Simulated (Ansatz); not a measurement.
Input:

Cr:
```yaml
crystal:
  lattice:
    - [-2.22420, 2.22420, 1.21914]
    - [2.22420, -2.22420, 1.21914]
    - [2.22420, 2.22420, -1.21914]
  atoms:
    - { symbol: Cr, position: [0.75000, 0.25000, 0.50000] }
    - { symbol: Cr, position: [0.00000, 0.00000, 0.00000] }
```

This is the r²SCAN-relaxed structure.

Task: All from the program Ansatz at the r²SCAN level (PAW), unless another level is named. Estimate the bulk modulus (Birch–Murnaghan fit).

Result: 220 GPa.

Task: Predict the highest zone-centre frequency.

Result: 248 cm⁻¹.

Space group I4_1/amd (β-Sn type). The cell is a constructed one: a structure type filled with these elements; neither database checked (COD, Materials Project) lists it. It is not the phase usual at ambient conditions (space group No. 229). The cell was relaxed with r²SCAN under the symmetry of its start. At this level the phase is dynamically unstable (imaginary phonons). The workflow began spin-polarised and lost its moments. As this level gives no gap, phonon frequencies hold no LO–TO term and depend on the k-mesh and smearing (Fermi–Dirac, 0.1 eV here).

Potentials: the later of the program's two PAW sets.
